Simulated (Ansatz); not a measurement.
Input:

SiC3:
```yaml
crystal:
  lattice:
    - [2.79666, 0.00000, 0.00000]
    - [0.00000, 2.79666, 0.00000]
    - [0.00000, 0.00000, 4.09088]
  atoms:
    - { symbol: C, position: [0.00000, 0.00000, 0.00000] }
    - { symbol: C, position: [0.00000, 0.50000, 0.78627] }
    - { symbol: Si, position: [0.50000, 0.50000, 0.50000] }
    - { symbol: C, position: [0.50000, 0.00000, 0.21373] }
```

This is the r²SCAN-relaxed structure. Cartesian axes are those of the cell as given.

Q: All from plane-wave PAW r²SCAN (Ansatz code), unless another level is named. Predict the hole effective mass, band 2 of 2 at the edge.

A: 0.20 along x, 0.51 along z (mₑ).

Q: And the formation energy from the elements (no fitted shifts)?

A: 0.48 eV/atom.

Q: What about the conduction-band minimum?

A: on the M–Γ line, 16 % of the way from M (4 equivalent valleys).

Space group P-4m2. The start of the workflow was typed in or built on a structure type; neither database checked (COD, Materials Project) lists it. Whether it is the stable phase at ambient conditions was not checked. Symmetry was held in the r²SCAN relaxation; whether a distortion lowers the energy is not shown. Its formation energy is positive at this level, so the cell may be metastable or incomplete. The references are the lowest solids computed at this level, not always the standard phases.

Potentials: the earlier of the program's two PAW sets.

Edges and masses are those of Kohn–Sham bands, whose gap is no quasiparticle gap.
